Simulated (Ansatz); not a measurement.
SnO2 (rutile, P4_2/mnm), plane-wave PAW r²SCAN (Ansatz code). The conduction-band minimum lies at Γ, with 1 equivalent valley. Second derivatives d²E/dk² of the lowest band at one valley (eV·Å²), along Cartesian directions:

```
direction  d²E/dk²
---------  -------
[100]        33.36
[010]        33.38
[001]        39.50
[110]        33.37
[101]        36.43
[011]        36.44
```

### Question
Find the principal effective masses, the density-of-states mass and the conductivity mass.

### Answer
Off-diagonal terms follow from H_xy = H[110] − (H_xx + H_yy)/2, and m*/mₑ = 7.620 eV·Å² over each eigenvalue: 0.19, 0.23, 0.23. One valley's DOS mass (m₁m₂m₃)^(1/3) = 0.22, conductivity mass 3/(Σ 1/mᵢ) = 0.22 mₑ.

### Question
What effective density of states Nc follows at 300 K for parabolic valleys?

### Answer
Nc = 2.509e19 × 1 × (0.22)^(3/2) ≈ 2.6e18 cm⁻³.

The cell was relaxed with r²SCAN under the symmetry of its start. Point labels and valley counts follow the cell and symmetry of the run, lower than the named group. Spin–orbit coupling is left out wherever it is not named.

Potentials: the later of the program's two PAW sets.

Edges and masses are those of Kohn–Sham bands, whose gap is no quasiparticle gap.
